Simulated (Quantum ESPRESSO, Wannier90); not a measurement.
## In₂SbAs (R3m), plane waves to Wannier functions

```xyz
4
Lattice="-2.2698 3.9315 0.0000 -4.5397 0.0000 0.0000 -2.2698 1.3105 7.4014" Properties=species:S:1:pos:R:3 pbc="T T T"
In     0.0000     0.0000     0.1092
In     2.2698    -1.3105     3.5928
Sb    -2.2698     1.3105    -0.9321
As     0.0000     0.0000     2.7814
```

Structure: Materials Project mp-1223844, symmetrised, not relaxed again. Not found in the COD (Crystallography Open Database) copy used; not checked further. Level: PBEsol, no spin polarisation, no spin-orbit coupling; pw.x of Quantum ESPRESSO at 68 Ry with PseudoDojo potentials, 6×6×6 k-points, Wannier90. Density: 8×8×8 mesh, cold smearing 0.01 Ry. Spin-orbit coupling is left out although heavy elements are present.

Energies are relative to the Fermi level.

**Bands.** No gap over 0.05 eV opens at the Fermi level at this level of theory. 4 filled groups are cut off by gaps; the highest, bands 21–22, spans -11.21 to -8.67 eV and is As 4s 34 %, Sb 5s 31 %, In 5p 20 %.

**Model.** 16 functions (In sp, Sb sp, As sp) from bands 21-46, frozen to 1.50 eV, reach Ω_I = 28.91 Å² and follow pw.x to 5.3 meV rms (states up to 1.0 eV relative to the Fermi level).

**Frozen window.** Edge, Ω_I and misfit go -1.5 eV, 27.87 Å², 58 meV; 0.5 eV, 28.17 Å², 21 meV; 1.5 eV, 28.91 Å², 5.3 meV; 2.5 eV, 31.36 Å², 3.5 meV. Ω_I never falls as the edge rises, since each frozen state takes freedom from the choice of the smoothest subspace. The edges under the compared range leave its upper states unfrozen, and their misfit is the largest.

**No window.** Without a frozen window Ω_I drops to 27.44 Å² while the misfit grows to 96 meV: a small spread is no proof of good bands.

**Outer window.** The setting "only the lowest 18 of the kept bands" raises Ω_I to 43.90 Å², as fewer states are left to mix in, and the misfit goes to 8.3 meV.

**Stops.** With the outer window to 6.97 eV the program stops (Energy window contains fewer states than number of target WFs).
